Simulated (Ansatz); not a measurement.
## ZnO (wurtzite), frozen-phonon scan

ZnO (wurtzite)

```xyz
8
Lattice="6.4704 0.0000 0.0000 -1.6176 2.8018 0.0000 0.0000 0.0000 5.2114" Properties=species:S:1:pos:R:3 pbc="T T T"
Zn     1.6176     0.9339     0.0126
Zn     4.8528     0.9339     0.0126
Zn     0.0000     1.8678     2.6183
Zn     3.2352     1.8678     2.6183
O      1.6176     0.9339     3.2456
O      4.8528     0.9339     3.2456
O      0.0000     1.8678     0.6399
O      3.2352     1.8678     0.6399
```

A phonon eigenvector at M = (0.5, 0.0, 0.0) is frozen into this cell: atom i moves by Q times the vector below, so Q is the largest atomic displacement, in Å. The cell is held. (q is in reciprocal vectors of the primitive cell; the cell shown is doubled to hold the pattern.)

```json
[
 {"atom": "Zn1", "x": "0.792", "y": "0.457", "z": "-0.405"},
 {"atom": "Zn2", "x": "-0.792", "y": "-0.457", "z": "0.405"},
 {"atom": "Zn3", "x": "0.792", "y": "0.457", "z": "0.405"},
 {"atom": "Zn4", "x": "-0.792", "y": "-0.457", "z": "-0.405"},
 {"atom": "O5", "x": "0.057", "y": "0.033", "z": "0.132"},
 {"atom": "O6", "x": "-0.057", "y": "-0.033", "z": "-0.132"},
 {"atom": "O7", "x": "0.057", "y": "0.033", "z": "-0.132"},
 {"atom": "O8", "x": "-0.057", "y": "-0.033", "z": "0.132"}
]
```

These are r2SCAN (plane waves to 500 eV, PAW, scalar-relativistic; Ansatz, a quantum-chemistry and plane-wave program) values and carry that method's errors. k mesh 6×12×7 (Γ-centred), Fermi-Dirac smearing 0.05 eV. Energies are smeared free energies. Stress and pressure are positive under compression. ZnO was relaxed with its symmetry unable to fall. ΔE is measured from the undisplaced structure.

```tsv
Q (Å)	ΔE (meV/cell)	P (GPa)	−dE/dQ from forces (eV/Å)
-0.280	2447	7.78	17.171
-0.233	1708	5.43	14.464
-0.187	1098	3.49	11.674
-0.140	620	1.97	8.817
-0.093	276	0.88	5.907
-0.047	69	0.22	2.963
0.000	0	0.00	0.000
0.047	69	0.22	-2.963
0.093	276	0.88	-5.907
0.140	620	1.97	-8.817
0.187	1098	3.49	-11.674
0.233	1708	5.43	-14.464
0.280	2447	7.78	-17.171
```

Summary:

The energy at Q = 0.280 Å is 2447 meV/cell. Space group of the distorted cell: Pmc2_1 (No. 26), lowered from P6_3mc. Symmetry of the curve: even: the same for both signs. Shape of the curve: a single well with its minimum at or next to zero displacement. Harmonic wavenumber from the curvature (finite differences): 256 cm⁻¹. Wavenumber by perturbation theory (DFPT, on another k mesh): 256 cm⁻¹.

(A displaced cell: forces are minus the slopes of the energy, force constants its curvatures, and phonons follow from these.)
